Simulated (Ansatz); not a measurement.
# YCl: frozen-core PAW against all-electron methods

```
Y Cl
1.0
     1.90084    1.09745    9.29574
    -1.90084    1.09745    9.29574
     0.00000   -2.19490    9.29574
Y Cl
2 2
Direct
  0.21683 0.21683 0.21683
  0.78317 0.78317 0.78317
  0.38830 0.38830 0.38830
  0.61170 0.61170 0.61170
```

Atom numbers follow the list: Y1, Y2, Cl3, Cl4.

The cell is COD entry 4344519, as deposited and not checked against the literature; nothing was relaxed. The listed cell was then made from it by scaling, straining or moving an atom.

Levels of theory: DFT, PBEsol, PAW with Ansatz's default frozen-core files, scalar-relativistic (Ansatz 0.2.0); DFT, PBEsol, all-electron LAPW, scalar-relativistic (Ansatz 0.2.0).

For PAW: a Γ-centred 8×8×8 k mesh, Fermi–Dirac smearing of 0.02 eV, cutoff 420 eV, no spin polarisation; the PAW files were made with PBE, and the program remakes their frozen cores for this functional. LAPW targets a basis error of 1 meV/atom. The Ansatz runs share mesh, smearing and spin set-up. Plane-wave (PAW) pressures include the program's estimate of the Pulay term.

Stress and pressure are positive in compression.

The change that made this cell: volume scaled by 1.04.

PAW results:

```csv
quantity,PAW
pressure (GPa),-2.33
stress xx (GPa),-3.00
stress zz (GPa),-0.97
"force on Y1, z (eV/Å)",0.215
"force on Cl3, z (eV/Å)",0.244
```

**Question.** What does full-potential LAPW give for the same quantities?

**Answer.** 
| quantity | LAPW |
| --- | --- |
| pressure (GPa) | -2.32 |
| stress xx (GPa) | -3.00 |
| stress zz (GPa) | -0.97 |
| force on Y1, z (eV/Å) | 0.214 |
| force on Cl3, z (eV/Å) | 0.242 |
